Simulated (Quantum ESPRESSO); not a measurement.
# InAl2GaP4: finding a planted mistake in a log

A calculation, not a measurement. The program is pw.x of Quantum ESPRESSO 7.5 (plane-wave density functional theory). The cell is made up: 8 atoms on a zincblende/diamond lattice, with randomly drawn elements, strain and displacements, not relaxed. PseudoDojo standard norm-conserving files (v0.5 for PBE, v0.4.1 for LDA and PBEsol) set the functional; there is no spin polarisation, spin-orbit coupling or dispersion term, and the masses in the input are unused placeholders.

Intended input:

```
&control calculation='scf', pseudo_dir='./dojo.nc.sr.pbe.v0_5.standard.upf', outdir='./o', disk_io='low', tprnfor=.true., tstress=.true. /
&system ibrav=0, nat=8, ntyp=4, nbnd=32, ecutwfc=79.96652505, nosym=.true., tot_charge=0,
 occupations='smearing', smearing='fd', degauss=0.0018374661
/
&electrons conv_thr=7.350e-09, electron_maxstep=60, /
ATOMIC_SPECIES
Al 1.0 Al.upf
Ga 1.0 Ga.upf
In 1.0 In.upf
P 1.0 P.upf
CELL_PARAMETERS angstrom
5.6291 0.0 0.0
0.0 5.6291 0.0
0.0 0.0 5.6291
ATOMIC_POSITIONS angstrom
In 0.1602 -0.0046 0.0644
Al 0.0277 2.9158 2.8462
Al 2.969 -0.0065 2.7139
Ga 2.8022 2.7973 -0.053
P 1.4382 1.4305 1.4108
P 1.4347 4.2086 4.1293
P 4.2957 1.4855 4.1095
P 4.2399 4.2142 1.5589
K_POINTS automatic
4 4 4 1 1 1
```

The log is shortened where brackets say so; the opening notice, blank lines, dates and the lines on written files are dropped, and the path of the files is cut. It prints rydbergs, bohrs and kilobars, and counts compression as positive stress.

Log of the intended run:

```
     Program PWSCF v.7.5
     Parallel version (MPI & OpenMP), running on       4 processor cores
     Number of MPI processes:                 4
     Threads/MPI process:                     1
     [start-up lines left out]
     bravais-lattice index     =            0
     lattice parameter (alat)  =      10.6375  a.u.
     unit-cell volume          =    1203.6868 (a.u.)^3
     number of atoms/cell      =            8
     number of atomic types    =            4
     number of electrons       =        52.00
     number of Kohn-Sham states=           32
     kinetic-energy cutoff     =      79.9665  Ry
     charge density cutoff     =     319.8661  Ry
     scf convergence threshold =      7.3E-09
     mixing beta               =       0.7000
     number of iterations used =            8  plain     mixing
     Exchange-correlation= PBE
                           (   1   4   3   4   0   0   0)
     [axes and pseudopotential details left out]
   Cartesian axes
     site n.     atom                  positions (alat units)
         1        In     tau(   1) = (   0.0284593  -0.0008172   0.0114405  )
         2        Al     tau(   2) = (   0.0049209   0.5179869   0.5056226  )
         3        Al     tau(   3) = (   0.5274378  -0.0011547   0.4821197  )
         4        Ga     tau(   4) = (   0.4978060   0.4969356  -0.0094154  )
         5        P      tau(   5) = (   0.2554938   0.2541259   0.2506262  )
         6        P      tau(   6) = (   0.2548720   0.7476506   0.7335631  )
         7        P      tau(   7) = (   0.7631238   0.2638965   0.7300457  )
         8        P      tau(   8) = (   0.7532110   0.7486454   0.2769359  )
     number of k points=    32  Fermi-Dirac smearing, width (Ry)=  0.0018
                       cart. coord. in units 2pi/alat
        k(    1) = (   0.1250000   0.1250000   0.1250000), wk =   0.0625000
        k(    2) = (   0.1250000   0.1250000   0.3750000), wk =   0.0625000
     [further k points left out]
     Dense  grid:   116249 G-vectors     FFT dimensions: (  64,  64,  64)
     Estimated max dynamical RAM per process >     207.18 MB
     Estimated total dynamical RAM >     743.58 MB
     Initial potential from superposition of free atoms
     starting charge      51.9880, renormalised to      52.0000
     Starting wfcs are   42 randomized atomic wfcs
     total cpu time spent up to now is        2.9 secs
     per-process dynamical memory:   147.5 Mb
     Self-consistent Calculation
     iteration #  1     ecut=    79.97 Ry     beta= 0.70
     Davidson diagonalization with overlap
     ethr =  1.00E-02,  avg # of iterations =  4.1
     Threshold (ethr) on eigenvalues was too large:
     Diagonalizing with lowered threshold
     Davidson diagonalization with overlap
     ethr =  7.37E-04,  avg # of iterations =  1.9
     total cpu time spent up to now is       10.1 secs
     total energy              =    -350.63020425 Ry
     estimated scf accuracy    <       0.39556537 Ry
     iteration #  2     ecut=    79.97 Ry     beta= 0.70
     Davidson diagonalization with overlap
     ethr =  7.61E-04,  avg # of iterations =  2.1
     total cpu time spent up to now is       13.6 secs
     total energy              =    -350.72001111 Ry
     estimated scf accuracy    <       0.11974743 Ry
     [iterations 3 to 8 left out]
     iteration #  9     ecut=    79.97 Ry     beta= 0.70
     Davidson diagonalization with overlap
     ethr =  1.96E-10,  avg # of iterations =  3.9
     total cpu time spent up to now is       41.6 secs
     total energy              =    -350.74749883 Ry
     estimated scf accuracy    <       0.00000002 Ry
     iteration # 10     ecut=    79.97 Ry     beta= 0.70
     Davidson diagonalization with overlap
     ethr =  4.72E-11,  avg # of iterations =  2.0
     total cpu time spent up to now is       45.0 secs
     End of self-consistent calculation
     [lines on levels left out]
!    total energy              =    -350.74749883 Ry
     estimated scf accuracy    <          2.9E-09 Ry
     smearing contrib. (-TS)   =      -0.00000000 Ry
     internal energy E=F+TS    =    -350.74749883 Ry
     The total energy is F=E-TS. E is the sum of the following terms:
     one-electron contribution =    -157.17394199 Ry
     hartree contribution      =     110.16918700 Ry
     xc contribution           =    -102.72674156 Ry
     ewald contribution        =    -201.01600228 Ry
     convergence has been achieved in  10 iterations
     Forces acting on atoms (cartesian axes, Ry/au):
     atom    1 type  3   force =    -0.06468582   -0.01754502   -0.03787997
     atom    2 type  1   force =     0.00907705   -0.03662881   -0.01340810
     atom    3 type  1   force =    -0.05021678    0.04415024    0.04609506
     atom    4 type  2   force =     0.01440624    0.00163728    0.00021755
     atom    5 type  4   force =     0.05470453    0.05417737    0.05645734
     atom    6 type  4   force =     0.05581397    0.00457106   -0.00387995
     atom    7 type  4   force =    -0.02212632   -0.01415863    0.02274452
     atom    8 type  4   force =     0.00302713   -0.03620348   -0.07034647
     Total force =     0.184605     Total SCF correction =     0.000131
     Computing stress (Cartesian axis) and pressure
          total   stress  (Ry/bohr**3)                   (kbar)     P=        9.85
   0.00005562   0.00002366   0.00002880            8.18        3.48        4.24
   0.00002366   0.00010160   0.00015267            3.48       14.95       22.46
   0.00002880   0.00015267   0.00004370            4.24       22.46        6.43
     init_run     :      2.79s CPU      2.86s WALL (       1 calls)
     electrons    :     41.89s CPU     42.12s WALL (       1 calls)
     forces       :      0.65s CPU      0.67s WALL (       1 calls)
     stress       :      2.12s CPU      2.18s WALL (       1 calls)
     [timing details left out]
     PWSCF        :     47.53s CPU     47.95s WALL
     JOB DONE.
```

A second run was made from an input with one planted mistake. Its log:

```
     Program PWSCF v.7.5
     Parallel version (MPI & OpenMP), running on       4 processor cores
     Number of MPI processes:                 4
     Threads/MPI process:                     1
     [start-up lines left out]
     bravais-lattice index     =            0
     lattice parameter (alat)  =      10.4481  a.u.
     unit-cell volume          =    1140.5460 (a.u.)^3
     number of atoms/cell      =            8
     number of atomic types    =            4
     number of electrons       =        52.00
     number of Kohn-Sham states=           32
     kinetic-energy cutoff     =      79.9665  Ry
     charge density cutoff     =     319.8661  Ry
     scf convergence threshold =      7.3E-09
     mixing beta               =       0.7000
     number of iterations used =            8  plain     mixing
     Exchange-correlation= PBE
                           (   1   4   3   4   0   0   0)
     [axes and pseudopotential details left out]
   Cartesian axes
     site n.     atom                  positions (alat units)
         1        In     tau(   1) = (   0.0284505  -0.0008139   0.0114489  )
         2        Al     tau(   2) = (   0.0049196   0.5179873   0.5056159  )
         3        Al     tau(   3) = (   0.5274467  -0.0011576   0.4821212  )
         4        Ga     tau(   4) = (   0.4978025   0.4969343  -0.0094232  )
         5        P      tau(   5) = (   0.2554939   0.2541193   0.2506285  )
         6        P      tau(   6) = (   0.2548789   0.7476532   0.7335636  )
         7        P      tau(   7) = (   0.7631174   0.2639042   0.7300548  )
         8        P      tau(   8) = (   0.7532059   0.7486480   0.2769448  )
     number of k points=    32  Fermi-Dirac smearing, width (Ry)=  0.0018
                       cart. coord. in units 2pi/alat
        k(    1) = (   0.1250000   0.1250000   0.1250000), wk =   0.0625000
        k(    2) = (   0.1250000   0.1250000   0.3750000), wk =   0.0625000
     [further k points left out]
     Dense  grid:   110195 G-vectors     FFT dimensions: (  60,  60,  60)
     Estimated max dynamical RAM per process >     194.43 MB
     Estimated total dynamical RAM >     697.01 MB
     Initial potential from superposition of free atoms
     starting charge      51.9880, renormalised to      52.0000
     Starting wfcs are   42 randomized atomic wfcs
     total cpu time spent up to now is        2.1 secs
     per-process dynamical memory:   136.6 Mb
     Self-consistent Calculation
     iteration #  1     ecut=    79.97 Ry     beta= 0.70
     Davidson diagonalization with overlap
     ethr =  1.00E-02,  avg # of iterations =  4.1
     Threshold (ethr) on eigenvalues was too large:
     Diagonalizing with lowered threshold
     Davidson diagonalization with overlap
     ethr =  7.55E-04,  avg # of iterations =  1.6
     total cpu time spent up to now is        6.9 secs
     total energy              =    -350.61590747 Ry
     estimated scf accuracy    <       0.40811176 Ry
     iteration #  2     ecut=    79.97 Ry     beta= 0.70
     Davidson diagonalization with overlap
     ethr =  7.85E-04,  avg # of iterations =  2.0
     total cpu time spent up to now is        9.3 secs
     total energy              =    -350.70616389 Ry
     estimated scf accuracy    <       0.11577743 Ry
     [iterations 3 to 8 left out]
     iteration #  9     ecut=    79.97 Ry     beta= 0.70
     Davidson diagonalization with overlap
     ethr =  1.69E-10,  avg # of iterations =  4.0
     total cpu time spent up to now is       27.8 secs
     total energy              =    -350.73377859 Ry
     estimated scf accuracy    <       0.00000003 Ry
     iteration # 10     ecut=    79.97 Ry     beta= 0.70
     Davidson diagonalization with overlap
     ethr =  5.00E-11,  avg # of iterations =  2.0
     total cpu time spent up to now is       30.0 secs
     End of self-consistent calculation
     [lines on levels left out]
!    total energy              =    -350.73377859 Ry
     estimated scf accuracy    <          3.2E-09 Ry
     smearing contrib. (-TS)   =      -0.00000000 Ry
     internal energy E=F+TS    =    -350.73377859 Ry
     The total energy is F=E-TS. E is the sum of the following terms:
     one-electron contribution =    -151.56309567 Ry
     hartree contribution      =     108.43024257 Ry
     xc contribution           =    -102.94189529 Ry
     ewald contribution        =    -204.65903021 Ry
     convergence has been achieved in  10 iterations
     Forces acting on atoms (cartesian axes, Ry/au):
     atom    1 type  3   force =    -0.07426408   -0.02137395   -0.04275736
     atom    2 type  1   force =     0.01290383   -0.04198216   -0.01710473
     atom    3 type  1   force =    -0.05859521    0.05080678    0.05256914
     atom    4 type  2   force =     0.01764700    0.00338859    0.00160256
     atom    5 type  4   force =     0.06138614    0.06366605    0.06645049
     atom    6 type  4   force =     0.06472665    0.00574557   -0.00583255
     atom    7 type  4   force =    -0.02540021   -0.01605624    0.02639420
     atom    8 type  4   force =     0.00159590   -0.04419465   -0.08132174
     Total force =     0.213981     Total SCF correction =     0.000130
     Computing stress (Cartesian axis) and pressure
          total   stress  (Ry/bohr**3)                   (kbar)     P=       55.98
   0.00036861   0.00002723   0.00003281           54.23        4.01        4.83
   0.00002723   0.00042390   0.00019112            4.01       62.36       28.12
   0.00003281   0.00019112   0.00034906            4.83       28.12       51.35
     init_run     :      1.98s CPU      2.05s WALL (       1 calls)
     electrons    :     27.70s CPU     27.86s WALL (       1 calls)
     forces       :      0.59s CPU      0.60s WALL (       1 calls)
     stress       :      1.82s CPU      1.82s WALL (       1 calls)
     [timing details left out]
     PWSCF        :     32.17s CPU     32.44s WALL
     JOB DONE.
```

Question: what was wrong in the second input?

Answer: the cell and the positions are scaled by a wrong factor. The input lines that differ, file-writing options aside:

```
- 5.6291 0.0 0.0
+ 5.5289 0.0 0.0
- 0.0 5.6291 0.0
+ 0.0 5.5289 0.0
- 0.0 0.0 5.6291
+ 0.0 0.0 5.5289
- In 0.1602 -0.0046 0.0644
+ In 0.1573 -0.0045 0.0633
- Al 0.0277 2.9158 2.8462
+ Al 0.0272 2.8639 2.7955
- Al 2.969 -0.0065 2.7139
+ Al 2.9162 -0.0064 2.6656
- Ga 2.8022 2.7973 -0.053
+ Ga 2.7523 2.7475 -0.0521
- P 1.4382 1.4305 1.4108
+ P 1.4126 1.405 1.3857
- P 1.4347 4.2086 4.1293
+ P 1.4092 4.1337 4.0558
- P 4.2957 1.4855 4.1095
+ P 4.2192 1.4591 4.0364
- P 4.2399 4.2142 1.5589
+ P 4.1644 4.1392 1.5312
```

```
                                            intended run  run with the mistake
                          free energy (eV)     -4772.163             -4771.976
                    smearing term -TS (eV)        0.0000                0.0000
                            pressure (GPa)          0.99                  5.60
            largest force component (eV/Å)         1.809                 2.091
largest change of a force component (eV/Å)                               0.282
                                iterations            10                    10
```

For scale, a rerun of the intended cell at 1377 eV and a 6 x 6 x 6 mesh moved values by no more than 0.006 eV in energy, 0.02 GPa in stress and 0.003 eV/Å in force.